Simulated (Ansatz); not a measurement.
Generalised stacking fault of NaCl (rock salt) on the {100} plane. The cell below holds the perfect crystal with the plane normal along z; tilting its third vector by the shift puts one fault into each cell, between planes 2.85 Å apart, at fixed cell height.

```
CELL_PARAMETERS angstrom
      4.02735     0.00000     0.00000
      0.00000     4.02735     0.00000
      2.01367     2.01367     8.54329
ATOMIC_POSITIONS crystal
  Cl 0.00000 0.00000 0.83333
  Cl 0.33333 0.33333 0.16667
  Cl 0.66667 0.66667 0.50000
  Na 0.50000 0.50000 0.83333
  Na 0.83333 0.83333 0.16667
  Na 0.16667 0.16667 0.50000
```

In-plane vectors a = (4.027, 0.000) Å, b = (0.000, 4.027) Å, area 16.22 Å². The shift is s times the vector a (length 4.027 Å), so s = 1 restores the start. Atoms relax along the normal only. γ = [E(shift) − E(0)] / area.

Calculation: PBE (plane waves to 420 eV, PAW, scalar-relativistic; Ansatz, a first-principles code). k mesh 7×7×7 (Γ-centred), Fermi-Dirac smearing 0.05 eV. E is the zero-smearing estimate. Faults lie only 8.5 Å apart, and holding the cell height raises γ above its relaxed value. NaCl was relaxed with its symmetry unable to fall. γ is measured from zero shift.

```
s      γ (mJ/m²)
-----  ---------
0.000          0
0.083         23
0.167         87
0.250        179
0.333        273
0.417   withheld
0.500        362
0.583   withheld
0.667        273
0.750        179
0.833         87
0.917         23
```

Q: Fit a Fourier form (three harmonics of 1 − cos and sin) to the given rows and predict γ at s = 0.583.

A: Least squares on the 10 given rows: γ = (182.6)·[1 − cos(2πs)] + (-1.5)·[1 − cos(6πs)], in mJ/m²; root-mean-square residual 1.2 mJ/m². At 0.583 the fit gives 339 mJ/m²; the calculation gives 339 mJ/m², the same to the digits shown. 

(The slope of γ gives the shear force per area between the displaced halves; near zero shift its curvature is an elastic stiffness.)
